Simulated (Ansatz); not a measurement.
Ansatz (a quantum-chemistry and plane-wave program) input:

Ansatz 0.2 input:
```yaml
crystal:
  lattice:
    - [0.0, 1.9547558011, 1.9547558011]
    - [1.9547558011, 0.0, 1.9547558011]
    - [1.9547558011, 1.9547558011, 0.0]
  atoms:
    - { symbol: Li, position: [0.0, 0.0, 0.0] }
    - { symbol: H, position: [0.5, 0.5, 0.5] }
kpoints:
  mp_grid: { grid: [12, 12, 12] }
hamiltonian:
  xc: lda
  pseudopotentials: { kind: paw }
scf:
  occupations: { method: fixed }
elastic: { mode: relaxed_ion, stencil: two_point, amplitude: 0.005, f_tol: 0.0005 }
```

Output (shortened):

```
Pseudopotential: Li, paw, valence charge 3
Pseudopotential: H, paw, valence charge 1
Functional definition: SPW92
Crystal: 2 atoms, lattice volume = 14.939 Å³
Basis set: ecut = 420 eV, 283 PW (Γ)
Bands: 6, of which v1, the nominal top of the filled ones, is band 2 counted from 1 (1 counted from 0)
Symmetry: 48 space group operations
Space group: Fm-3m (ITA 225), of the structure as read, at distance tolerance 2.5e-5 Å
k-points: 72 of 1728
SCF iter   1: F=—  HF=-218.224442 eV  |F-HF|=—  |Δ(HF+E_count)|=         —  Δρ=1.28e-2  dr2=1.49e-2  ethr=1.77e-3  ⟨swp⟩=3.4  Hψ=2880  notcnv=0  defer=122
preconditioner: auto → none
SCF iter   2: F=—  HF=-218.215814 eV  |F-HF|=—  |Δ(HF+E_count)|=   8.63e-3  Δρ=4.47e-3  dr2=1.69e-3  ethr=3.74e-4  ⟨swp⟩=1.6  Hψ=1066  notcnv=0  defer=105
SCF iter   3: F=—  HF=-218.214481 eV  |F-HF|=—  |Δ(HF+E_count)|=   1.33e-3  Δρ=1.56e-4  dr2=1.82e-6  ethr=4.22e-5  ⟨swp⟩=2.2  Hψ=701  notcnv=0  defer=109
SCF iter   4: F=—  HF=-218.214481 eV  |F-HF|=—  |Δ(HF+E_count)|=   2.36e-7  Δρ=2.08e-5  dr2=4.30e-8  ethr=4.54e-8  ⟨swp⟩=2.7  Hψ=555  notcnv=0  defer=1
SCF iter   5: F=—  HF=-218.214481 eV  |F-HF|=—  |Δ(HF+E_count)|=   2.35e-7  Δρ=2.15e-6  dr2=4.98e-10  ethr=1.08e-9  ⟨swp⟩=1.1  Hψ=436  notcnv=0
SCF iter   6: F=—  HF=-218.214481 eV  |F-HF|=—  |Δ(HF+E_count)|=  8.29e-11  Δρ=1.10e-7  dr2=6.76e-13  ethr=1.24e-11  ⟨swp⟩=2.0  Hψ=503  notcnv=0
SCF iter   7: F=-218.214481 eV  HF=-218.214481 eV  |F-HF|=5.68e-14  |Δ(HF+E_count)|=  8.53e-14  Δρ=5.50e-9  dr2=2.47e-15  ethr=1.00e-12  ⟨swp⟩=3.3  Hψ=1126  notcnv=0
SCF 1 converged in 7 iterations: F = -218.214481 eV  dr2 = 2.47e-15
Crystal: 2 atoms, lattice volume = 14.864 Å³
Symmetry: 16 space group operations
k-points: 163 of 1728
iter 1 solved again at ethr=5.32e-7 eV; its pass at ethr=3.10e-3 eV (dr2=2.13e-5 eV) is discarded
SCF iter   1: F=—  HF=-218.214385 eV  |F-HF|=—  |Δ(HF+E_count)|=         —  Δρ=4.11e-4  dr2=2.18e-5  ethr=5.32e-7  ⟨swp⟩=2.2  Hψ=8546  notcnv=0  defer=215
preconditioner: auto → none
SCF iter   2: F=—  HF=-218.214380 eV  |F-HF|=—  |Δ(HF+E_count)|=   4.83e-6  Δρ=1.50e-4  dr2=2.91e-6  ethr=5.32e-7  ⟨swp⟩=1.0  Hψ=984  notcnv=0
SCF iter   3: F=—  HF=-218.214379 eV  |F-HF|=—  |Δ(HF+E_count)|=   4.72e-7  Δρ=2.11e-5  dr2=4.87e-8  ethr=7.28e-8  ⟨swp⟩=1.1  Hψ=987  notcnv=0
SCF iter   4: F=—  HF=-218.214379 eV  |F-HF|=—  |Δ(HF+E_count)|=   4.32e-7  Δρ=3.98e-7  dr2=1.81e-11  ethr=1.22e-9  ⟨swp⟩=1.0  Hψ=978  notcnv=0
SCF iter   5: F=—  HF=-218.214379 eV  |F-HF|=—  |Δ(HF+E_count)|=  4.47e-11  Δρ=6.31e-8  dr2=4.63e-13  ethr=4.52e-13 (applied; sched 1.00e-12)  ⟨swp⟩=2.5  Hψ=1294  notcnv=0
SCF iter   6: F=-218.214379 eV  HF=-218.214379 eV  |F-HF|=2.84e-14  |Δ(HF+E_count)|=  2.84e-13  Δρ=1.11e-8  dr2=1.23e-14  ethr=1.00e-12  ⟨swp⟩=3.8  Hψ=2250  notcnv=0
SCF 2 converged in 6 iterations: F = -218.214379 eV  dr2 = 1.23e-14
Crystal: 2 atoms, lattice volume = 15.013 Å³
iter 1 solved again at ethr=7.03e-10 eV; its pass at ethr=3.10e-3 eV (dr2=2.81e-8 eV) is discarded
SCF iter   1: F=—  HF=-218.214360 eV  |F-HF|=—  |Δ(HF+E_count)|=         —  Δρ=7.58e-5  dr2=3.13e-8  ethr=7.03e-10  ⟨swp⟩=2.1  Hψ=8497  notcnv=0  defer=159
preconditioner: auto → none
SCF iter   2: F=—  HF=-218.214361 eV  |F-HF|=—  |Δ(HF+E_count)|=   6.09e-7  Δρ=3.77e-5  dr2=5.73e-9  ethr=7.03e-10  ⟨swp⟩=1.0  Hψ=978  notcnv=0  defer=159
SCF iter   3: F=—  HF=-218.214361 eV  |F-HF|=—  |Δ(HF+E_count)|=   2.02e-7  Δρ=3.71e-6  dr2=4.52e-11  ethr=1.43e-10  ⟨swp⟩=1.0  Hψ=978  notcnv=0  defer=159
SCF iter   4: F=-218.214361 eV  HF=-218.214361 eV  |F-HF|=2.84e-14  |Δ(HF+E_count)|=   1.99e-9  Δρ=7.50e-9  dr2=2.97e-15  ethr=1.00e-12  ⟨swp⟩=3.0  Hψ=2967  notcnv=0
SCF 3 converged in 4 iterations: F = -218.214361 eV  dr2 = 2.97e-15
Crystal: 2 atoms, lattice volume = 14.938 Å³
Symmetry: 8 space group operations
k-points: 280 of 1728
iter 1 solved again at ethr=1.21e-8 eV; its pass at ethr=3.10e-3 eV (dr2=4.82e-7 eV) is discarded
SCF iter   1: F=—  HF=-218.214429 eV  |F-HF|=—  |Δ(HF+E_count)|=         —  Δρ=8.14e-5  dr2=5.01e-7  ethr=1.21e-8  ⟨swp⟩=2.0  Hψ=14830  notcnv=0  defer=322
preconditioner: auto → none
SCF iter   2: F=—  HF=-218.214429 eV  |F-HF|=—  |Δ(HF+E_count)|=   2.95e-7  Δρ=4.07e-5  dr2=1.24e-7  ethr=1.21e-8  ⟨swp⟩=1.0  Hψ=1680  notcnv=0  defer=322
SCF iter   3: F=—  HF=-218.214429 eV  |F-HF|=—  |Δ(HF+E_count)|=   9.98e-8  Δρ=2.72e-7  dr2=3.40e-12  ethr=3.09e-9  ⟨swp⟩=1.0  Hψ=1680  notcnv=0  defer=321
SCF iter   4: F=-218.214429 eV  HF=-218.214429 eV  |F-HF|=8.53e-14  |Δ(HF+E_count)|=  2.09e-11  Δρ=2.92e-8  dr2=4.56e-14  ethr=1.00e-12  ⟨swp⟩=4.0  Hψ=4201  notcnv=0
SCF 4 converged in 4 iterations: F = -218.214429 eV  dr2 = 4.56e-14
Crystal: 2 atoms, lattice volume = 14.938 Å³
iter 1 solved again at ethr=1.51e-10 eV; its pass at ethr=3.10e-3 eV (dr2=6.02e-9 eV) is discarded
SCF iter   1: F=—  HF=-218.214429 eV  |F-HF|=—  |Δ(HF+E_count)|=         —  Δρ=4.35e-5  dr2=5.99e-9  ethr=1.51e-10  ⟨swp⟩=1.8  Hψ=14561  notcnv=0  defer=281
preconditioner: auto → none
SCF iter   2: F=—  HF=-218.214429 eV  |F-HF|=—  |Δ(HF+E_count)|=   2.14e-7  Δρ=2.18e-5  dr2=1.50e-9  ethr=1.50e-10  ⟨swp⟩=1.0  Hψ=1680  notcnv=0  defer=281
SCF iter   3: F=-218.214429 eV  HF=-218.214429 eV  |F-HF|=8.53e-14  |Δ(HF+E_count)|=   7.15e-8  Δρ=1.39e-8  dr2=5.47e-15  ethr=1.00e-12  ⟨swp⟩=3.0  Hψ=5309  notcnv=0
SCF 5 converged in 3 iterations: F = -218.214429 eV  dr2 = 5.47e-15
SCF converged after 7 iterations
Free energy (F): -218.214481 eV
Harris-Foulkes:  -218.214481 eV  (|F-HF|=5.68e-14)
Internal energy: -218.214481 eV  (E = F + TS)
E sigma→0 (E₀):  -218.214481 eV
Fermi energy:    1.140184 eV
--- Per-component energies (eV) ---
  E_band       = -87.330070
  E_kinetic    = 36.064661
  E_local      = -120.843951  (includes V_loc(G=0)·N_el)
  E_nonlocal   = -31.568265
  E_hartree    = 33.588328
  E_xc         = -19.982363
  E_vxc        = -26.068179  (∫ρ·V_xc dr)
  E_paw        = -18.994973  (= ΣΔE_a)
  E_vpaw       = -12.089892  (= ΣTr[D̂ρ^β])
  E_aug_tail   = -0.001100  (compensation charges beyond the density's cutoff)
  E_ewald      = -96.476819
  E_smearing   =  0.000000  (= −TS)
  E_closure    =  0.000000  (closes the sum)
  Σ components = -218.214481   (vs F -218.214481, Δ=0.00e0)
  [band-id]    e_kinetic+e_local+e_nonlocal+2·e_hartree+e_vxc+e_vpaw+e_augmentation_tail = -87.330070   (vs E_band -87.330070, Δ=2.00e-7)
--- Forces (eV/Å), atoms counted from 1 ---
  atom   1  Li     0.00000000     0.00000000     0.00000000
  atom   2  H      0.00000000     0.00000000     0.00000000
  max |Σ_I F_I| component: 0.0 eV/Å
--- Stress (GPa, compression-positive) ---
       -0.018811       0.000000       0.000000
        0.000000      -0.018811       0.000000
        0.000000       0.000000      -0.018811
  P = ⅓ Tr σ = -0.0188 GPa (-0.188 kbar)
--- Band table (eV; the first three rows and the last of 72) ---
  k-point 0: bands = ["-42.2450", "-4.7017", "18.2728", "19.2999", "19.2999", "19.2999"]
  k-point 1: bands = ["-42.2404", "-4.5781", "16.8577", "18.8058", "19.0001", "19.0001"]
  k-point 2: bands = ["-42.2277", "-4.2124", "13.9497", "17.8301", "18.4357", "18.4357"]
  k-point 71: bands = ["-42.1542", "0.8393", "6.0828", "6.0828", "13.2592", "19.1973"]
--- Elastic constants: 2 strain directions × 2 members + reference (group order 48) ---
  dense FFT box of the reference and of every strained cell: 20×20×20
  strains applied: 11, 23; error gains: componentwise 1.00 (the most a stress slope's error grows in a printed constant), spectral 1.73 (1 for all six strains …
  C = ∂σ_k/∂η_j (tension-positive GPa; Voigt order 11 22 33 23 13 12):
       101.264     10.148     10.148      0.000      0.000      0.000
        10.148    101.264     10.148      0.000      0.000      0.000
        10.148     10.148    101.264      0.000      0.000      0.000
         0.000      0.000      0.000     51.569      0.000      0.000
         0.000      0.000      0.000      0.000     51.569      0.000
         0.000      0.000      0.000      0.000      0.000     51.569
  reference stress σ⁰ (GPa):      0.019      0.019      0.019      0.000      0.000      0.000
  C* (energy form; C + prestress term) asymmetry max|C*_kj − C*_jk| = 5.329e-15 GPa — a small one proves nothing (zero by symmetry where the batch's group is …
  moduli (Voigt/Reuss/Hill, GPa): K = 40.52/40.52/40.52   G = 49.16/48.98/49.07   E = 104.88   ν = 0.069
  mechanically stable: yes (min eigenvalue of sym C = 51.57 GPa)
  where every solve meets its electron count the energy-path curvature estimates C_jj along a normal strain and C_jj − ¼(σ⁰_aa + σ⁰_bb) along a shear (ab), of …
  strain η (Voigt 11):  stress-route row diagonal C_11 = 101.26 GPa, energy-path curvature d²(F+E_count+ΔE)/dδ²/Ω₀ = 101.32 GPa
         δ    σ_11 (GPa)             F (eV)   n_scf  n_hpsi   n_pw
    -5.000e-3      -0.4984        -218.2143790       6   16699    303   relax 0 steps, max|allowed force component| 0.0 eV/Å
     5.000e-3       0.5143        -218.2143612       4   15086    303   relax 0 steps, max|allowed force component| 0.0 eV/Å
  strain η (Voigt 23):  stress-route row diagonal C_44 = 51.57 GPa, energy-path curvature d²(F+E_count+ΔE)/dδ²/Ω₀ = 51.61 GPa
         δ    σ_23 (GPa)             F (eV)   n_scf  n_hpsi   n_pw
    -5.000e-3      -0.2578        -218.2144289       4   25259    303   relax 0 steps, max|allowed force component| 0.0 eV/Å
     5.000e-3       0.2578        -218.2144289       3   24432    303   relax 0 steps, max|allowed force component| 0.0 eV/Å
```

Cost: around 4 core-seconds (rough) on shared cores.

Symmetry was held in the LDA relaxation; phonons on a q-mesh show no instability.

Potentials: the later of the program's two PAW sets.

Ansatz is a plane-wave DFT program.
